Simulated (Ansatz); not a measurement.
KMgF3:
Space group Pm-3m (No. 221); a = b = c = 4.0542 Å, α = β = γ = 90.00°

| atom | site | symmetry | x | y | z |
|---|---|---|---|---|---|
| K | 1b | m-3m | 0.5000 | 0.5000 | 0.5000 |
| Mg | 1a | m-3m | 0.0000 | 0.0000 | 0.0000 |
| F | 3d | 4/mm.m | 0.0000 | 0.0000 | 0.5000 |

Relaxed with PBE. Independent-particle spectrum: no excitons, no local fields, no scissors shift; 0.1 eV broadening; ε₁ of the summed bands alone.

Question: Tabulate the dielectric function from PBE (plane waves, PAW; program Ansatz).

Answer: 

```
E (eV)  ε₁ xx  ε₂ xx
------  -----  -----
0.0      1.98   0.00
0.5      1.98   0.00
1.0      1.99   0.00
1.5      1.99   0.00
2.0      2.00   0.00
2.5      2.02   0.00
3.0      2.03   0.00
3.5      2.05   0.00
4.0      2.08   0.00
4.5      2.11   0.00
5.0      2.15   0.00
5.5      2.20   0.00
6.0      2.27   0.00
6.5      2.35   0.00
7.0      2.51   0.00
7.5      2.74   0.27
8.0      2.68   0.46
8.5      2.65   0.56
9.0      2.66   0.64
9.5      2.73   0.73
10.0     2.94   0.86
10.5     2.95   1.85
11.0     2.52   2.15
11.5     1.00   2.14
12.0     1.25   1.09
```

Question: From ε at 9.2 eV (xx: 2.68 + 0.68i), find n, k, the normal reflectivity and the absorption coefficient.

Answer: n = 1.65, k = 0.206, R = 7 %, α = 2kE/ħc = 190000 cm⁻¹.

With all bands, ε∞ without local fields is 2.14. DFPT, with local fields, gives 2.07.

Symmetry was held in the PBE relaxation; phonons on a q-mesh show no instability.

Potentials: the later of the program's two PAW sets.
